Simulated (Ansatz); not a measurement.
MoP in space group P-6m2 (No. 187; Mo on 1a, P on 1d) under volume change, PBE in the plane-wave PAW code Ansatz, shape and atoms relaxed at each volume.

```json
[
 {"V (Å³/atom)": "13.223", "E − E(relaxed) (meV/atom)": "93.5", "P (GPa)": "24.92"},
 {"V (Å³/atom)": "13.659", "E − E(relaxed) (meV/atom)": "39.2", "P (GPa)": "15.24"},
 {"V (Å³/atom)": "14.095", "E − E(relaxed) (meV/atom)": "9.3", "P (GPa)": "7.01"},
 {"V (Å³/atom)": "14.531", "E − E(relaxed) (meV/atom)": "0.0", "P (GPa)": "0.00"},
 {"V (Å³/atom)": "14.967", "E − E(relaxed) (meV/atom)": "8.3", "P (GPa)": "-5.96"},
 {"V (Å³/atom)": "15.403", "E − E(relaxed) (meV/atom)": "31.6", "P (GPa)": "-11.03"},
 {"V (Å³/atom)": "15.839", "E − E(relaxed) (meV/atom)": "67.6", "P (GPa)": "-15.33"}
]
```

What does a third-order Birch–Murnaghan fit give for V₀, B₀ and B′?

V₀ = 14.53 Å³/atom, B₀ = 215 GPa, B′ = 4.4.

Symmetry was held in the PBE relaxation; of distortions, only those at the zone centre were tested. No spin polarisation was allowed.

Potentials: the later of the program's two PAW sets.
